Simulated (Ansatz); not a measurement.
**Property card for FeCo**

FeCo:
```cif
data_Co2Fe2
_chemical_formula_sum 'Fe2 Co2'
_space_group_name_H-M_alt 'P 1'
_space_group_IT_number 1
_cell_length_a 3.95239
_cell_length_b 3.95239
_cell_length_c 3.95239
_cell_angle_alpha 60.000
_cell_angle_beta 60.000
_cell_angle_gamma 60.000
loop_
_space_group_symop_operation_xyz
  'x, y, z'
loop_
_atom_site_label
_atom_site_type_symbol
_atom_site_fract_x
_atom_site_fract_y
_atom_site_fract_z
_atom_site_occupancy
Fe1 Fe 0.25000 0.25000 0.25000 1
Fe2 Fe 0.00000 0.00000 0.00000 1
Co1 Co 0.50000 0.50000 0.50000 1
Co2 Co 0.75000 0.75000 0.75000 1
```
The run is spin-polarised; directions of the spins, atom by atom: ↑ ↑ ↑ ↑.

Space group Fd-3m (No. 227); conventional cell a = 5.5895 Å, b = 5.5895 Å, c = 5.5895 Å, α = 90.00°, β = 90.00°, γ = 90.00°.

Method: DFT-PBEsol in the program Ansatz with PAW potentials. The cell and atoms are relaxed at this level. Other levels are named where they apply.

**Cell and energy**

```json
{
  "volume_per_atom": "10.91 Å³",
  "density": "8.73 g/cm³",
  "Formation energy from the elements (no fitted shifts)": "2.7 kJ/mol of atoms"
}
```

**Electronic structure**

```json
{
 "electronic_character": "metallic (no gap)",
 "Density of states at the Fermi level": "1.1 states/eV per atom (mean over ±0.08 eV)"
}
```

**Magnetism**

```json
{
 "magnetic_order": "ferromagnetic",
 "net_moment": "2.14 μB per atom"
}
```

**Mechanics**

```json
{
  "Bulk modulus (Birch–Murnaghan fit)": "219 GPa",
  "Pressure derivative B′": "4.3"
}
```

The cell is a constructed one: a structure type filled with these elements; neither database checked (COD, Materials Project) lists it. It is not the phase usual at ambient conditions (space group No. 221). The PBEsol relaxation kept the symmetry of its start; its stability against distortions is not shown here. Spin order of the final state: ferromagnetic, chosen from 4 collinear starts compared on coarse meshes (ties went to the first, and starts can fall back to one state), not a proven ground state. The references are the lowest solids computed at this level, not always the standard phases.

Potentials: the later of the program's two PAW sets.
